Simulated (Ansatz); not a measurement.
**What moves the field gradients of Cs₃Tl₂Cl₉?**

Cell of run 1: an entry of the Crystallography Open Database (COD), atoms as given.

Space group R-3c:H (No. 167); a = 12.7957, c = 18.2975 Å, γ = 120.00°.

| site | Wyckoff | site symmetry | x | y | z |
| --- | --- | --- | --- | --- | --- |
| Cs | 18e | .2 | 0.0003 | 0.6667 | 0.4167 |
| Tl | 12c | 3. | 0.0000 | 0.0000 | 0.8480 |
| Cl11 | 18e | .2 | 0.1530 | 0.0000 | 0.7500 |
| Cl17 | 36f | 1 | 0.5003 | 0.8407 | 0.5857 |

One atom of each set is listed; the run and its k-mesh use a cell of 28 atoms with edges of 9.58, 9.58, 9.58 Å.

Relaxed positions (PBE, cell held):

Cs (0.9958, 0.6667, 0.4167)
Tl (0.0000, 0.0000, 0.8525)
Cl11 (0.1580, 0.0000, 0.7500)
Cl17 (0.5078, 0.8465, 0.5797)

All runs are DFT with Ansatz 0.2.0 (plane waves and PAW, scalar-relativistic unless spin–orbit coupling is named, Γ-centred meshes, Fermi–Dirac smearing where given) in this cell.

Run 1: PBE, atoms as given; 420 eV, 3×3×3 k-points, smearing 0.02 eV.
Run 2: PBE, atoms relaxed; 420 eV, 3×3×3 k-points, smearing 0.02 eV.
Run 3: r2SCAN, at the relaxed atoms; 500 eV, 3×3×3 k-points, smearing 0.02 eV.

| run | Cs V_zz (η) | Tl V_zz (η) | Cl11 V_zz (η) | Cl17 V_zz (η) |
| --- | --- | --- | --- | --- |
| 1 | -2.53 (0.75) | 3.20 (0.00) | -10.44 (0.29) | 17.75 (0.12) |
| 2 | ? | ? | ? | ? |
| 3 | 1.17 (0.49) | 11.56 (0.00) | -9.69 (0.18) | 17.86 (0.07) |

V_zz in 10²¹ V/m².

Problem. Estimate the row of run 2.

Solution. Cs: 1.13 (0.34); Tl: 11.29 (0.00); Cl11: -10.18 (0.17); Cl17: 18.48 (0.08). It lies nearest to run 3, from whose tensors on these sites it differs by 0.63 at most (largest principal value of the difference, on Cl17). Taken one at a time, the positions of the atoms (as given or relaxed) move the tensors on these sites by up to 8.08 (largest principal value of the change, on Tl), the functional (r2SCAN with its higher cutoff) by 0.63 (Cl17). On some sites the largest principal value moves to another axis from run to run, and the sign of V_zz can flip with it.

Leaving out spin–orbit coupling shifts gradients on Tl by a few per cent, and by more where contributions nearly cancel. In run 1 the atoms aren't at the calculated equilibrium (largest force 1.1 eV/Å).
